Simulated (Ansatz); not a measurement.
Relaxed CoSi2 (fluorite type, space group Fm-3m):

```yaml
crystal:
  lattice:
    - [0.00000, 2.65735, 2.65735]
    - [2.65735, 0.00000, 2.65735]
    - [2.65735, 2.65735, 0.00000]
  atoms:
    - { symbol: Co, position: [0.00000, 0.00000, 0.00000] }
    - { symbol: Si, position: [0.25000, 0.25000, 0.25000] }
    - { symbol: Si, position: [0.75000, 0.75000, 0.75000] }
```

In this cell atom 1 (Co, nearest neighbour Si at 2.301 Å; its periodic images, 3.8 Å or more away, move with it) is moved by s towards the nearest neighbour, unit vector (-0.577, 0.577, 0.577); all other atoms and the cell stay fixed.

Level of theory: r2SCAN (plane waves to 500 eV, PAW, scalar-relativistic; Ansatz, an electronic-structure program). k mesh 12×12×12 (Γ-centred), Fermi-Dirac smearing 0.05 eV. E stands for the smeared free energy. Compression counts positive. With partly filled bands, energies and forces of such displacements shift with the k mesh and the smearing. F∥ is the force on the atom along that direction. CoSi2 is run without spin polarisation. CoSi2 was relaxed with its symmetry unable to fall. The PAW data are Ansatz's earlier set. The zero of ΔE is the undisplaced structure.

```csv
s (Å),ΔE (eV/cell),P (GPa),F∥ (eV/Å)
-0.460,1.661,20.1,8.752
-0.368,0.986,12.5,6.059
-0.276,0.524,6.9,4.067
-0.184,0.224,3.0,2.512
-0.092,0.055,0.7,1.198
0.000,0.000,0.0,0.000
0.092,0.055,0.7,-1.198
0.184,0.224,3.0,-2.512
0.276,0.524,6.9,-4.067
0.368,0.986,12.5,-6.059
0.460,1.661,20.1,-8.752
```

Key numbers:

The energy at s = 0.460 Å is 1661 meV/cell, the force along the line at s = -0.460 Å is 8.75 eV/Å and the force constant k = d²E/ds² at s = 0 (finite differences) comes out as 12.8 eV/Å². Symmetry of the curve: even: the same for both signs. Shape of the curve: a single well with its minimum at or next to zero displacement. Harmonic estimate at the end of the scan: ½ks² = 1355 meV/cell against the computed 1661 meV/cell, so the well is stiffer than harmonic there.

(For displaced atoms, the force is minus the slope of the energy, and its curvature is a force constant, which sets phonon frequencies.)
